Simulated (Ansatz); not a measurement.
**BP (zinc blende), frozen-phonon scan**

BP (zinc blende)

```
BP
1.0
    0.00000     4.54847     4.54847
    2.27424     2.27424     4.54847
    2.27424     2.27424     0.00000
P B
2 2
Direct
  0.00000   0.75000   0.75000
  0.50000   0.75000   0.75000
  0.00000   0.00000   0.00000
  0.50000   0.00000   0.00000
```

The atoms are displaced by Q × the pattern below (from a DFPT mode at X = (0.5, 0.5, 0.0), largest move 1; Q in Å), at fixed cell. (q is in reciprocal vectors of the primitive cell; the cell shown is doubled to hold the pattern.)

| atom | x | y | z |
|---|---|---|---|
| P1 | 0.000 | 0.000 | 1.000 |
| P2 | 0.000 | 0.000 | -1.000 |

Atoms not listed stay in place.

Method: PBE (plane waves to 420 eV, PAW, scalar-relativistic; Ansatz, a quantum-chemistry and plane-wave program). k mesh 12×12×12 (Γ-centred), Fermi-Dirac smearing 0.05 eV. E stands for the smeared free energy. Compression counts positive. BP was relaxed with its symmetry unable to fall. ΔE is measured from the undisplaced structure.

```json
[
 {"Q (Å)": "-0.180", "ΔE (meV/cell)": "1001", "−dE/dQ from forces (eV/Å)": "10.913", "P (GPa)": "4.02"},
 {"Q (Å)": "-0.150", "ΔE (meV/cell)": "699", "−dE/dQ from forces (eV/Å)": "9.205", "P (GPa)": "2.81"},
 {"Q (Å)": "-0.120", "ΔE (meV/cell)": "449", "−dE/dQ from forces (eV/Å)": "7.430", "P (GPa)": "1.81"},
 {"Q (Å)": "-0.090", "ΔE (meV/cell)": "253", "−dE/dQ from forces (eV/Å)": "5.608", "P (GPa)": "1.02"},
 {"Q (Å)": "-0.060", "ΔE (meV/cell)": "113", "−dE/dQ from forces (eV/Å)": "3.755", "P (GPa)": "0.45"},
 {"Q (Å)": "-0.030", "ΔE (meV/cell)": "28", "−dE/dQ from forces (eV/Å)": "1.882", "P (GPa)": "0.11"},
 {"Q (Å)": "0.000", "ΔE (meV/cell)": "0", "−dE/dQ from forces (eV/Å)": "0.000", "P (GPa)": "-0.01"},
 {"Q (Å)": "0.030", "ΔE (meV/cell)": "28", "−dE/dQ from forces (eV/Å)": "-1.882", "P (GPa)": "0.11"},
 {"Q (Å)": "0.060", "ΔE (meV/cell)": "113", "−dE/dQ from forces (eV/Å)": "-3.755", "P (GPa)": "0.45"},
 {"Q (Å)": "0.090", "ΔE (meV/cell)": "253", "−dE/dQ from forces (eV/Å)": "-5.608", "P (GPa)": "1.02"},
 {"Q (Å)": "0.120", "ΔE (meV/cell)": "449", "−dE/dQ from forces (eV/Å)": "-7.430", "P (GPa)": "1.81"},
 {"Q (Å)": "0.150", "ΔE (meV/cell)": "699", "−dE/dQ from forces (eV/Å)": "-9.205", "P (GPa)": "2.81"},
 {"Q (Å)": "0.180", "ΔE (meV/cell)": "1001", "−dE/dQ from forces (eV/Å)": "-10.913", "P (GPa)": "4.02"}
]
```

Derived quantities:

| Property | Result |
|---|---|
| Energy at Q = 0.180 Å | 1001 meV/cell |
| Space group of the distorted cell | P-4m2 (No. 115), lowered from F-43m |
| Symmetry of the curve | even: the same for both signs |
| Shape of the curve | a single well with its minimum at or next to zero displacement |
| Harmonic wavenumber from the curvature (finite differences) | 525 cm⁻¹ |
| Wavenumber by perturbation theory (DFPT, on another k mesh) | 525 cm⁻¹ |

The 13 points together took roughly 3 core-minutes.

(A displaced cell: forces are minus the slopes of the energy, force constants its curvatures, and phonons follow from these.)
